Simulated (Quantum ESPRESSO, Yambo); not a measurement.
# Quasiparticle gap of RbBr

```xyz
2
Lattice="4.0717 0.0000 0.0000 0.0000 4.0717 0.0000 0.0000 0.0000 4.0717" Properties=species:S:1:pos:R:3 pbc="T T T"
Br     2.0358     2.0358     2.0358
Rb     0.0000     0.0000     0.0000
```

Cell and atoms were relaxed with PBEsol from Materials Project entry mp-23303, within its symmetry.

Starting point: norm-conserving PBEsol (Quantum ESPRESSO, 46 Ry, no spin-orbit coupling). G0W0 in Yambo: 4×4×4 Γ-centred k mesh, 155 bands and a 10 Ry block in the screening, 155 bands in G with the Bruneval-Gonze terminator, plasmon pole fitted at 27.2 eV.

The PBEsol gap along the band path is 4.04 eV and the PBEsol gap between the mesh's edge points (M → Γ) comes out as 4.04 eV. The G0W0 gap between the same points is 6.49 eV, the PBEsol smallest direct gap on the mesh (at Γ) is 4.19 eV and the G0W0 direct gap at that point comes out as 6.67 eV.

| k point | band | E PBEsol (eV) | E QP (eV) | shift (eV) | Z |
|---|---|---|---|---|---|
| Γ | VB | -0.16 | -1.92 | -1.77 | 0.82 |
| Γ | CB | 4.04 | 4.74 | 0.71 | 0.86 |
| X | VB | -0.25 | -2.02 | -1.77 | 0.82 |
| X | CB | 6.80 | 7.83 | 1.02 | 0.86 |
| M | VB | 0.00 | -1.75 | -1.75 | 0.82 |
| M | CB | 5.19 | 6.00 | 0.81 | 0.86 |
| R | VB | -1.46 | -3.34 | -1.87 | 0.81 |
| R | CB | 8.23 | 9.09 | 0.86 | 0.86 |

Energies count from the PBEsol valence-band maximum.

Nearest settings tried, and what they do to the gap: 8 Ry block (179 vectors against 257): -49 meV. Not varied: bands in G, bands in W, mesh. So the settings aren't converged at that level.

Spin-orbit splittings are left out.

This is not the ordinary phase of the substance; no match was found in the copy of COD used, and its stability was not checked.
